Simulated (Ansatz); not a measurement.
GeSb2Te4:
```yaml
crystal:
  lattice:
    - [2.13103, 1.23035, 13.87108]
    - [-2.13103, 1.23035, 13.87108]
    - [0.00000, -2.46070, 13.87108]
  atoms:
    - { symbol: Ge, position: [0.00000, 0.00000, 0.00000] }
    - { symbol: Sb, position: [0.42197, 0.42197, 0.42197] }
    - { symbol: Sb, position: [0.57803, 0.57803, 0.57803] }
    - { symbol: Te, position: [0.12947, 0.12947, 0.12947] }
    - { symbol: Te, position: [0.87053, 0.87053, 0.87053] }
    - { symbol: Te, position: [0.29296, 0.29296, 0.29296] }
    - { symbol: Te, position: [0.70704, 0.70704, 0.70704] }
```

Plane-wave PAW r²SCAN+D4 (Ansatz code) gives a gap of 0.38 eV without spin–orbit coupling, maximum at T, minimum off the standard path, at k = (-0.130, -0.130, -0.072).

Problem. What happens when spin–orbit coupling is switched on?

Solution. The gap decreases by 0.29 eV, to 0.09 eV; maximum at T, minimum at T.

Space group R-3m. Symmetry was held in the r²SCAN+D4 relaxation.

Potentials: the later of the program's two PAW sets.
